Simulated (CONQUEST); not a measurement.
Set-up for a self-consistent single point of GePd (Pnma, 8 atoms in the cell; from Materials Project mp-1424, changed as shown).

```
CELL_PARAMETERS angstrom
      5.66790     0.00000     0.00000
      0.00000     3.47828     0.00000
      0.00000     0.00000     6.17023
ATOMIC_POSITIONS crystal
  Ge 0.81460 0.75000 0.57781
  Ge 0.18540 0.25000 0.42219
  Ge 0.68540 0.25000 0.07781
  Ge 0.31460 0.75000 0.92219
  Pd 0.99622 0.75000 0.19099
  Pd 0.00378 0.25000 0.80901
  Pd 0.50378 0.25000 0.69099
  Pd 0.49622 0.75000 0.30901
```

Level of theory: LDA (PW92), numerical atomic orbitals double-zeta with polarisation (the shipped basis), PseudoDojo norm-conserving potentials made for LDA in CONQUEST 1.3.

CONQUEST settings:

- basis: DZP
- Diag.MPMeshX, Y, Z: 4 6 4
- potentials: PseudoDojo norm-conserving LDA
- Grid.GridCutoff: 140 Ha
- DM.SolutionMethod: diagon
- Diag.kT: 0.003675 Ha
- Diag.GammaCentred: true
- minE.SCTolerance: 1.0e-06
- SC.MaxIters: 100
- SC.LinearMixingFactor: 0.3
- SC.KerkerPreCondition: true
- SC.KerkerFactor: 0.5 1/bohr
- AtomMove.TypeOfRun: static

Results:

Number of valence electrons: 128
Number of bands: 148
Number of k-points after the program's reduction: 74
Size of the basis: 148
Number of SCF iterations: 18
FFT grid: 60 × 36 × 64
Free energy E − TS: -24405.7180 eV
Fermi level (on the code's own zero): -4.88 eV
Pressure: 6.42 GPa
Largest force (vector length): 0.234 eV/Å

Forces (eV/Å):
```json
[
 {"atom": "Ge1", "Fx": "0.011", "Fy": "0.000", "Fz": "0.045"},
 {"atom": "Ge2", "Fx": "-0.011", "Fy": "0.000", "Fz": "-0.045"},
 {"atom": "Ge3", "Fx": "-0.011", "Fy": "0.000", "Fz": "0.045"},
 {"atom": "Ge4", "Fx": "0.011", "Fy": "0.000", "Fz": "-0.045"},
 {"atom": "Pd5", "Fx": "-0.108", "Fy": "0.000", "Fz": "-0.208"},
 {"atom": "Pd6", "Fx": "0.108", "Fy": "0.000", "Fz": "0.208"},
 {"atom": "Pd7", "Fx": "0.108", "Fy": "0.000", "Fz": "-0.208"},
 {"atom": "Pd8", "Fx": "-0.108", "Fy": "0.000", "Fz": "0.208"}
]
```

Stress (GPa, positive for compression):
```
6.98  0.00  0.00
0.00  5.96  0.00
0.00  0.00  6.31
```

For comparison: a first run was changed to give this one (lattice scaled by 0.98), and from it to this one the free energy rises by 6.0 meV/atom, the pressure goes from -3.76 to 6.42 GPa and the largest force goes from 0.136 to 0.234 eV/Å.

The program uses no crystal symmetry, so grid and mesh can part values that symmetry would make equal. The atom-centred basis is finite, which shifts total energies, pressures and forces against plane waves. The structure comes from a collection of computed structures, made at another level of theory; the collection holds predicted forms beside known ones. No clean gap shows at this smearing width and mesh (spacing up to 0.30 Å⁻¹); the mesh is coarse for partly filled bands, so the values carry mesh errors.

Cost on one core: roughly 3 core-minutes.
